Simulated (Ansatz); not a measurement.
**CaZrN2: input, output and frames of a trajectory**

Level of theory: DFT PBEsol, scalar-relativistic, plane waves, PAW in Ansatz. Settings: plane waves to 420 eV, k-mesh 3×3×2 (shifted by 0.0, 0.0, 0.5 steps), Fermi–Dirac smearing 0.069 eV. The mesh is coarse. No spin polarisation.

16 atoms, starting at 1.02 times the perfect crystal's volume (space group R-3m, the cell as given, not relaxed at this level); constant energy, velocities drawn at 800 K, fixed cell; 29 steps of 1 fs. The run is short and not equilibrated.

The calculation finished and met its thresholds.

Command:
```bash
ansatz run input.yaml --threads 4 --pin off --max-ram 5120MiB --backend cpu --events-out ev --progress --plain --runs-dir out
```

Input:
```yaml
crystal:
  lattice:
    - [3.3361297857, -5.7783462895, 0.0]
    - [-3.3361297857, -5.7783462895, 0.0]
    - [0.0, -3.8522308597, -5.6438246734]
  atoms:
    - { symbol: Ca, position: [0.5, 0.5, 0.0] }
    - { symbol: Ca, position: [0.0, 0.5, 0.0] }
    - { symbol: Ca, position: [0.5, 0.0, 0.0] }
    - { symbol: Ca, position: [0.0, 0.0, 0.0] }
    - { symbol: Zr, position: [0.0, 0.0, 0.5] }
    - { symbol: Zr, position: [0.5, 0.0, 0.5] }
    - { symbol: Zr, position: [0.0, 0.5, 0.5] }
    - { symbol: Zr, position: [0.5, 0.5, 0.5] }
    - { symbol: "N", position: [0.7381224, 0.7381224, 0.2856328] }
    - { symbol: "N", position: [0.2381224, 0.7381224, 0.2856328] }
    - { symbol: "N", position: [0.7381224, 0.2381224, 0.2856328] }
    - { symbol: "N", position: [0.2381224, 0.2381224, 0.2856328] }
    - { symbol: "N", position: [0.2618776, 0.2618776, 0.7143672] }
    - { symbol: "N", position: [0.7618776, 0.2618776, 0.7143672] }
    - { symbol: "N", position: [0.2618776, 0.7618776, 0.7143672] }
    - { symbol: "N", position: [0.7618776, 0.7618776, 0.7143672] }
basis:
  ecutwfc: 420
kpoints:
  mp_grid: { grid: [3, 3, 2], shift: [0.0, 0.0, 0.5] }
hamiltonian:
  xc: pbesol
scf:
  occupations: { method: fermi_dirac, width: 0.0689 }
  lower_state_search: "off"
  convergence: { dr2_threshold: 1.0e-07 }
output:
  forces: true
  stress: true
md:
  timestep: 1.0
  n_steps: 29
  ensemble: nve
  temperature: 800.0
  initial_velocities: maxwell_boltzmann
  seed: 35547
```

Output (its end):
```
...
SCF converged after 7 iterations
Free energy (F): -26742.390591 eV
Harris-Foulkes:  -26742.390591 eV  (|F-HF|=3.93e-10)
Internal energy: -26742.390562 eV  (E = F + TS)
E sigma→0 (E₀):  -26742.390577 eV
Entropy (-TS):   -0.000030 eV (-0.002 meV/atom)
Fermi energy:    11.889051 eV
--- Per-component energies (eV) ---
  E_band       = -633.497409
  E_kinetic    = 3493.308914
  E_local      = -6128.680139  (includes V_loc(G=0)·N_el)
  E_nonlocal   = 937.105899
  E_hartree    = 1930.168375
  E_xc         = -1672.461023
  E_vxc        = -2065.505912  (∫ρ·V_xc dr)
  E_paw        = -15920.407635  (= ΣΔE_a)
  E_vpaw       = -730.063463  (= ΣTr[D̂ρ^β])
  E_aug_tail   = 0.000794  (compensation charges beyond the density's cutoff)
  E_ewald      = -9382.788596
  E_core_change = 1.362850  (= ΣΔE_core)
  E_smearing   = -0.000030  (= −TS)
  E_closure    = -0.000000  (closes the sum)
  Σ components = -26742.390591   (vs F -26742.390591, Δ=0.00e0)
--- Forces (eV/Å), atoms counted from 1 ---
  atom   1  Ca     1.12084682    -0.55576484     0.78348599
  atom   2  Ca    -0.75040353     0.34452991     0.03237495
  atom   3  Ca     1.47560249     1.18124766    -0.51268445
  atom   4  Ca    -1.54342587     0.60060149     0.91317644
  atom   5  Zr    -0.60916225    -1.08039345    -1.46029141
  atom   6  Zr     0.30358019     0.14557773    -0.93739229
  atom   7  Zr     0.41398369     2.26222767    -2.00088638
  atom   8  Zr     0.41623361    -1.09639421     0.20806372
  atom   9  N     -0.42877916     0.16099838     0.21861809
  atom  10  N      0.15191816    -0.66004954     0.35855157
  atom  11  N     -0.31043065    -0.29321918     0.26276486
  atom  12  N     -0.34108478    -0.36324892     1.14771358
  atom  13  N     -0.04659726     0.03545962    -0.38605533
  atom  14  N      0.41253702    -0.48135416     0.55729689
  atom  15  N     -0.74166381    -0.67485083    -0.10090474
  atom  16  N      0.47685158     0.47463803     0.91615998
  max |Σ_I F_I| component: 8.54e-6 eV/Å
--- Stress (GPa, compression-positive) ---
       -4.099383       0.487749      -1.224175
        0.487750      -3.321745      -1.119187
       -1.224176      -1.119187      -4.197240
  P = ⅓ Tr σ = -3.8728 GPa (-38.728 kbar)
--- MD trajectory: 29 steps, t = 0.0 → 29.0 fs ---
  final state: T = 171.6 K   F+E_penalty+E_count = -26742.39059135 eV   E_kin = 0.332643 eV
  conserved energy: peak-to-peak 9.863e-4 eV (6.164e-5 eV/atom) over 29.0 fs
```

Frames along the run (Å, eV/Å; dE is the potential energy from the first frame):

```xyz
16
Lattice="3.336 -5.778 0.000 -3.336 -5.778 0.000 0.000 -3.852 -5.644" Properties=species:S:1:pos:R:3:forces:R:3 pbc="T T T" time_fs=0.00 dE_eV=0.0000 T_K=800
Ca    0.000   -5.778    0.000    0.000    0.000    0.000
Ca   -1.668   -2.889    0.000    0.000    0.000    0.000
Ca    1.668   -2.889    0.000    0.000    0.000    0.000
Ca    0.000    0.000    0.000    0.000    0.000    0.000
Zr    0.000   -1.926   -2.822    0.000    0.000    0.000
Zr    1.668   -4.815   -2.822    0.000    0.000    0.000
Zr   -1.668   -4.815   -2.822    0.000    0.000    0.000
Zr    0.000   -7.704   -2.822    0.000    0.000    0.000
N     0.000   -9.631   -1.612    0.000    0.001   -0.148
N    -1.668   -6.741   -1.612    0.000    0.001   -0.148
N     1.668   -6.741   -1.612    0.000    0.001   -0.148
N     0.000   -3.852   -1.612    0.000    0.001   -0.148
N     0.000   -5.778   -4.032    0.000   -0.001    0.148
N     1.668   -8.668   -4.032    0.000   -0.001    0.148
N    -1.668   -8.668   -4.032    0.000   -0.001    0.148
N     0.000  -11.557   -4.032    0.000   -0.001    0.148
16
Lattice="3.336 -5.778 0.000 -3.336 -5.778 0.000 0.000 -3.852 -5.644" Properties=species:S:1:pos:R:3:forces:R:3 pbc="T T T" time_fs=2.00 dE_eV=0.0174 T_K=791
Ca   -0.011   -5.777   -0.005    0.137   -0.070    0.126
Ca   -1.663   -2.888   -0.002   -0.116    0.046    0.037
Ca    1.652   -2.905    0.005    0.187    0.051    0.035
Ca    0.018   -0.006   -0.005   -0.174    0.092    0.123
Zr    0.003   -1.917   -2.817   -0.107   -0.081   -0.256
Zr    1.667   -4.817   -2.815    0.036   -0.008   -0.123
Zr   -1.669   -4.823   -2.813   -0.001    0.207   -0.244
Zr   -0.001   -7.701   -2.828    0.081   -0.146   -0.091
N     0.009   -9.639   -1.614   -0.039    0.083   -0.157
N    -1.674   -6.725   -1.619    0.030   -0.094   -0.118
N     1.680   -6.730   -1.614   -0.064   -0.053   -0.129
N     0.008   -3.844   -1.641   -0.081   -0.060    0.067
N     0.003   -5.774   -4.025   -0.008   -0.073    0.077
N     1.661   -8.664   -4.045   -0.028    0.021    0.233
N    -1.659   -8.653   -4.038    0.036   -0.037    0.182
N    -0.013  -11.570   -4.052    0.111    0.121    0.239
16
Lattice="3.336 -5.778 0.000 -3.336 -5.778 0.000 0.000 -3.852 -5.644" Properties=species:S:1:pos:R:3:forces:R:3 pbc="T T T" time_fs=4.00 dE_eV=0.0698 T_K=764
Ca   -0.022   -5.776   -0.011    0.273   -0.141    0.251
Ca   -1.659   -2.888   -0.004   -0.231    0.094    0.073
Ca    1.636   -2.921    0.009    0.368    0.103    0.069
Ca    0.035   -0.012   -0.011   -0.347    0.183    0.245
Zr    0.006   -1.908   -2.811   -0.209   -0.152   -0.507
Zr    1.666   -4.818   -2.809    0.080   -0.020   -0.247
Zr   -1.671   -4.830   -2.804    0.009    0.426   -0.487
Zr   -0.002   -7.698   -2.834    0.159   -0.288   -0.182
N     0.017   -9.647   -1.616   -0.078    0.161   -0.156
N    -1.679   -6.708   -1.625    0.062   -0.200   -0.077
N     1.693   -6.719   -1.617   -0.123   -0.108   -0.099
N     0.016   -3.836   -1.670   -0.165   -0.118    0.290
N     0.005   -5.770   -4.019   -0.015   -0.143    0.001
N     1.654   -8.659   -4.058   -0.059    0.040    0.307
N    -1.650   -8.639   -4.044    0.065   -0.070    0.204
N    -0.026  -11.583   -4.072    0.211    0.233    0.315
16
Lattice="3.336 -5.778 0.000 -3.336 -5.778 0.000 0.000 -3.852 -5.644" Properties=species:S:1:pos:R:3:forces:R:3 pbc="T T T" time_fs=7.00 dE_eV=0.2068 T_K=693
Ca   -0.038   -5.775   -0.018    0.470   -0.244    0.429
Ca   -1.652   -2.886   -0.007   -0.394    0.164    0.121
Ca    1.613   -2.944    0.016    0.622    0.188    0.108
Ca    0.061   -0.021   -0.018   -0.601    0.313    0.424
Zr    0.010   -1.895   -2.804   -0.350   -0.244   -0.864
Zr    1.665   -4.820   -2.799    0.157   -0.039   -0.433
Zr   -1.673   -4.841   -2.792    0.040    0.774   -0.853
Zr   -0.004   -7.694   -2.843    0.269   -0.489   -0.307
N     0.030   -9.658   -1.620   -0.139    0.262   -0.135
N    -1.687   -6.684   -1.636    0.112   -0.383    0.008
N     1.710   -6.702   -1.621   -0.200   -0.188   -0.033
N     0.027   -3.825   -1.711   -0.290   -0.196    0.627
N     0.009   -5.764   -4.009   -0.024   -0.235   -0.117
N     1.643   -8.653   -4.075   -0.100    0.059    0.399
N    -1.635   -8.617   -4.052    0.089   -0.118    0.219
N    -0.045  -11.602   -4.099    0.339    0.377    0.408
16
Lattice="3.336 -5.778 0.000 -3.336 -5.778 0.000 0.000 -3.852 -5.644" Properties=species:S:1:pos:R:3:forces:R:3 pbc="T T T" time_fs=9.00 dE_eV=0.3292 T_K=630
Ca   -0.047   -5.774   -0.023    0.592   -0.308    0.537
Ca   -1.649   -2.885   -0.008   -0.493    0.209    0.147
Ca    1.599   -2.959    0.021    0.776    0.251    0.122
Ca    0.077   -0.026   -0.022   -0.762    0.392    0.536
Zr    0.013   -1.886   -2.800   -0.433   -0.298   -1.083
Zr    1.664   -4.822   -2.793    0.214   -0.050   -0.553
Zr   -1.674   -4.848   -2.783    0.068    1.016   -1.094
Zr   -0.005   -7.692   -2.849    0.335   -0.612   -0.376
N     0.038   -9.665   -1.624   -0.180    0.317   -0.109
N    -1.691   -6.670   -1.643    0.145   -0.518    0.080
N     1.721   -6.692   -1.624   -0.243   -0.238    0.020
N     0.034   -3.819   -1.737   -0.368   -0.239    0.841
N     0.011   -5.761   -4.003   -0.029   -0.285   -0.195
N     1.636   -8.649   -4.086   -0.119    0.060    0.450
N    -1.626   -8.604   -4.056    0.087   -0.153    0.217
N    -0.056  -11.613   -4.116    0.409    0.455    0.462
16
Lattice="3.336 -5.778 0.000 -3.336 -5.778 0.000 0.000 -3.852 -5.644" Properties=species:S:1:pos:R:3:forces:R:3 pbc="T T T" time_fs=11.00 dE_eV=0.4683 T_K=559
Ca   -0.057   -5.774   -0.027    0.706   -0.367    0.635
Ca   -1.645   -2.884   -0.010   -0.582    0.251    0.166
Ca    1.585   -2.974    0.026    0.916    0.321    0.122
Ca    0.093   -0.031   -0.026   -0.913    0.464    0.641
Zr    0.015   -1.878   -2.796   -0.507   -0.351   -1.280
Zr    1.664   -4.823   -2.787    0.272   -0.056   -0.668
Zr   -1.675   -4.854   -2.776    0.102    1.262   -1.330
Zr   -0.005   -7.689   -2.855    0.394   -0.724   -0.428
N     0.045   -9.671   -1.627   -0.221    0.361   -0.075
N    -1.696   -6.656   -1.650    0.176   -0.657    0.160
N     1.732   -6.682   -1.627   -0.277   -0.285    0.078
N     0.039   -3.813   -1.760   -0.439   -0.275    1.036
N     0.013   -5.759   -3.997   -0.033   -0.322   -0.269
N     1.628   -8.644   -4.095   -0.127    0.051    0.494
N    -1.615   -8.590   -4.060    0.066   -0.192    0.206
N    -0.066  -11.623   -4.132    0.467    0.519    0.512
16
Lattice="3.336 -5.778 0.000 -3.336 -5.778 0.000 0.000 -3.852 -5.644" Properties=species:S:1:pos:R:3:forces:R:3 pbc="T T T" time_fs=13.00 dE_eV=0.6156 T_K=483
Ca   -0.066   -5.774   -0.030    0.809   -0.421    0.719
Ca   -1.643   -2.883   -0.011   -0.659    0.289    0.179
Ca    1.572   -2.989    0.031    1.041    0.399    0.107
Ca    0.108   -0.036   -0.030   -1.052    0.526    0.735
Zr    0.018   -1.869   -2.792   -0.571   -0.406   -1.450
Zr    1.663   -4.825   -2.782    0.328   -0.057   -0.773
Zr   -1.677   -4.860   -2.769    0.139    1.504   -1.554
Zr   -0.006   -7.687   -2.862    0.446   -0.824   -0.459
N     0.052   -9.676   -1.631   -0.262    0.391   -0.034
N    -1.700   -6.645   -1.656    0.202   -0.792    0.245
N     1.742   -6.673   -1.629   -0.304   -0.326    0.137
N     0.043   -3.807   -1.780   -0.498   -0.302    1.204
N     0.016   -5.758   -3.992   -0.036   -0.343   -0.336
N     1.620   -8.639   -4.102   -0.122    0.030    0.532
N    -1.605   -8.577   -4.064    0.027   -0.236    0.186
N    -0.075  -11.631   -4.147    0.513    0.568    0.561
16
Lattice="3.336 -5.778 0.000 -3.336 -5.778 0.000 0.000 -3.852 -5.644" Properties=species:S:1:pos:R:3:forces:R:3 pbc="T T T" time_fs=16.00 dE_eV=0.8323 T_K=371
Ca   -0.077   -5.775   -0.034    0.940   -0.488    0.817
Ca   -1.640   -2.880   -0.013   -0.750    0.337    0.184
Ca    1.554   -3.011    0.038    1.198    0.530    0.054
Ca    0.128   -0.041   -0.033   -1.234    0.599    0.852
Zr    0.021   -1.857   -2.788   -0.645   -0.499   -1.641
Zr    1.663   -4.827   -2.774    0.396   -0.046   -0.905
Zr   -1.678   -4.868   -2.760    0.198    1.839   -1.849
Zr   -0.007   -7.685   -2.872    0.508   -0.949   -0.460
N     0.061   -9.681   -1.637   -0.319    0.410    0.032
N    -1.705   -6.632   -1.664    0.232   -0.964    0.367
N     1.754   -6.662   -1.633   -0.331   -0.374    0.218
N     0.047   -3.801   -1.804   -0.559   -0.329    1.391
N     0.019   -5.758   -3.987   -0.039   -0.343   -0.417
N     1.607   -8.632   -4.111   -0.088   -0.026    0.578
N    -1.590   -8.559   -4.068   -0.068   -0.311    0.144
N    -0.085  -11.641   -4.165    0.560    0.614    0.634
16
Lattice="3.336 -5.778 0.000 -3.336 -5.778 0.000 0.000 -3.852 -5.644" Properties=species:S:1:pos:R:3:forces:R:3 pbc="T T T" time_fs=18.00 dE_eV=0.9612 T_K=305
Ca   -0.084   -5.776   -0.035    1.010   -0.522    0.862
Ca   -1.639   -2.878   -0.014   -0.791    0.361    0.178
Ca    1.544   -3.024    0.043    1.282    0.626   -0.001
Ca    0.140   -0.045   -0.035   -1.334    0.632    0.911
Zr    0.022   -1.849   -2.787   -0.678   -0.571   -1.723
Zr    1.663   -4.829   -2.769    0.426   -0.030   -0.970
Zr   -1.680   -4.872   -2.754    0.239    2.029   -2.005
Zr   -0.007   -7.684   -2.879    0.537   -1.015   -0.427
N     0.066   -9.683   -1.640   -0.353    0.405    0.076
N    -1.707   -6.627   -1.669    0.242   -1.042    0.432
N     1.762   -6.655   -1.634   -0.340   -0.393    0.263
N     0.048   -3.798   -1.816   -0.576   -0.339    1.464
N     0.021   -5.759   -3.984   -0.041   -0.321   -0.455
N     1.598   -8.627   -4.115   -0.046   -0.078    0.601
N    -1.580   -8.548   -4.070   -0.154   -0.368    0.108
N    -0.090  -11.645   -4.176    0.577    0.627    0.684
16
Lattice="3.336 -5.778 0.000 -3.336 -5.778 0.000 0.000 -3.852 -5.644" Properties=species:S:1:pos:R:3:forces:R:3 pbc="T T T" time_fs=20.00 dE_eV=1.0693 T_K=249
Ca   -0.089   -5.778   -0.036    1.066   -0.549    0.889
Ca   -1.638   -2.875   -0.015   -0.818    0.378    0.165
Ca    1.535   -3.037    0.049    1.351    0.728   -0.072
Ca    0.151   -0.047   -0.035   -1.416    0.653    0.954
Zr    0.024   -1.841   -2.786   -0.698   -0.651   -1.764
Zr    1.663   -4.831   -2.765    0.440   -0.007   -1.015
Zr   -1.681   -4.875   -2.750    0.279    2.179   -2.118
Zr   -0.007   -7.683   -2.886    0.553   -1.065   -0.366
N     0.069   -9.684   -1.644   -0.382    0.385    0.117
N    -1.709   -6.624   -1.672    0.245   -1.079    0.478
N     1.769   -6.650   -1.635   -0.343   -0.401    0.297
N     0.047   -3.796   -1.823   -0.574   -0.346    1.495
N     0.022   -5.761   -3.983   -0.041   -0.282   -0.478
N     1.589   -8.623   -4.117    0.011   -0.141    0.617
N    -1.570   -8.538   -4.072   -0.254   -0.428    0.068
N    -0.094  -11.648   -4.184    0.582    0.627    0.733
16
Lattice="3.336 -5.778 0.000 -3.336 -5.778 0.000 0.000 -3.852 -5.644" Properties=species:S:1:pos:R:3:forces:R:3 pbc="T T T" time_fs=22.00 dE_eV=1.1515 T_K=207
Ca   -0.094   -5.780   -0.036    1.106   -0.566    0.898
Ca   -1.639   -2.872   -0.016   -0.829    0.386    0.145
Ca    1.527   -3.050    0.054    1.404    0.833   -0.156
Ca    0.160   -0.049   -0.035   -1.478    0.661    0.977
Zr    0.025   -1.833   -2.785   -0.704   -0.740   -1.764
Zr    1.663   -4.832   -2.761    0.436    0.021   -1.037
Zr   -1.681   -4.877   -2.746    0.316    2.282   -2.181
Zr   -0.006   -7.683   -2.893    0.555   -1.100   -0.277
N     0.072   -9.684   -1.647   -0.405    0.351    0.153
N    -1.710   -6.625   -1.674    0.238   -1.066    0.497
N     1.774   -6.646   -1.635   -0.341   -0.396    0.317
N     0.044   -3.794   -1.827   -0.551   -0.350    1.482
N     0.024   -5.764   -3.984   -0.042   -0.227   -0.485
N     1.580   -8.619   -4.118    0.082   -0.213    0.624
N    -1.561   -8.530   -4.073   -0.364   -0.490    0.025
N    -0.096  -11.649   -4.190    0.576    0.614    0.781
16
Lattice="3.336 -5.778 0.000 -3.336 -5.778 0.000 0.000 -3.852 -5.644" Properties=species:S:1:pos:R:3:forces:R:3 pbc="T T T" time_fs=25.00 dE_eV=1.2213 T_K=171
Ca   -0.099   -5.784   -0.034    1.137   -0.576    0.876
Ca   -1.641   -2.867   -0.016   -0.816    0.383    0.103
Ca    1.518   -3.067    0.061    1.456    0.991   -0.302
Ca    0.172   -0.051   -0.033   -1.535    0.651    0.977
Zr    0.026   -1.823   -2.786   -0.685   -0.885   -1.688
Zr    1.664   -4.835   -2.756    0.400    0.072   -1.026
Zr   -1.682   -4.879   -2.743    0.365    2.342   -2.178
Zr   -0.005   -7.683   -2.905    0.527   -1.122   -0.097
N     0.074   -9.682   -1.651   -0.426    0.280    0.194
N    -1.710   -6.631   -1.674    0.213   -0.954    0.474
N     1.781   -6.641   -1.633   -0.330   -0.367    0.318
N     0.037   -3.794   -1.824   -0.483   -0.355    1.388
N     0.026   -5.769   -3.986   -0.044   -0.122   -0.465
N     1.567   -8.614   -4.115    0.211   -0.330    0.615
N    -1.550   -8.519   -4.076   -0.536   -0.579   -0.038
N    -0.096  -11.647   -4.196    0.548    0.571    0.847
16
Lattice="3.336 -5.778 0.000 -3.336 -5.778 0.000 0.000 -3.852 -5.644" Properties=species:S:1:pos:R:3:forces:R:3 pbc="T T T" time_fs=27.00 dE_eV=1.2328 T_K=165
Ca   -0.101   -5.788   -0.031    1.137   -0.570    0.839
Ca   -1.643   -2.863   -0.017   -0.790    0.368    0.070
Ca    1.514   -3.077    0.066    1.473    1.090   -0.406
Ca    0.177   -0.051   -0.030   -1.549    0.631    0.954
Zr    0.026   -1.816   -2.788   -0.654   -0.984   -1.591
Zr    1.664   -4.836   -2.753    0.358    0.108   -0.992
Zr   -1.683   -4.879   -2.742    0.392    2.322   -2.112
Zr   -0.004   -7.684   -2.912    0.483   -1.117    0.048
N     0.074   -9.679   -1.653   -0.431    0.223    0.210
N    -1.710   -6.639   -1.672    0.186   -0.823    0.427
N     1.784   -6.639   -1.631   -0.321   -0.334    0.298
N     0.031   -3.795   -1.817   -0.418   -0.359    1.282
N     0.028   -5.773   -3.990   -0.045   -0.044   -0.433
N     1.559   -8.612   -4.112    0.309   -0.409    0.594
N    -1.544   -8.514   -4.077   -0.646   -0.632   -0.074
N    -0.094  -11.643   -4.197    0.517    0.528    0.886
16
Lattice="3.336 -5.778 0.000 -3.336 -5.778 0.000 0.000 -3.852 -5.644" Properties=species:S:1:pos:R:3:forces:R:3 pbc="T T T" time_fs=29.00 dE_eV=1.2193 T_K=172
Ca   -0.102   -5.792   -0.028    1.121   -0.556    0.783
Ca   -1.647   -2.859   -0.017   -0.750    0.345    0.032
Ca    1.511   -3.086    0.070    1.476    1.181   -0.513
Ca    0.182   -0.051   -0.026   -1.543    0.601    0.913
Zr    0.026   -1.810   -2.790   -0.609   -1.080   -1.460
Zr    1.665   -4.838   -2.750    0.304    0.146   -0.937
Zr   -1.683   -4.878   -2.741    0.414    2.262   -2.001
Zr   -0.003   -7.686   -2.920    0.416   -1.096    0.208
N     0.073   -9.676   -1.655   -0.429    0.161    0.219
N    -1.709   -6.648   -1.669    0.152   -0.660    0.359
N     1.786   -6.639   -1.628   -0.310   -0.293    0.263
N     0.024   -3.798   -1.807   -0.341   -0.363    1.148
N     0.029   -5.777   -3.995   -0.047    0.035   -0.386
N     1.552   -8.610   -4.106    0.413   -0.481    0.557
N    -1.540   -8.511   -4.079   -0.742   -0.675   -0.101
N    -0.090  -11.639   -4.195    0.477    0.475    0.916
```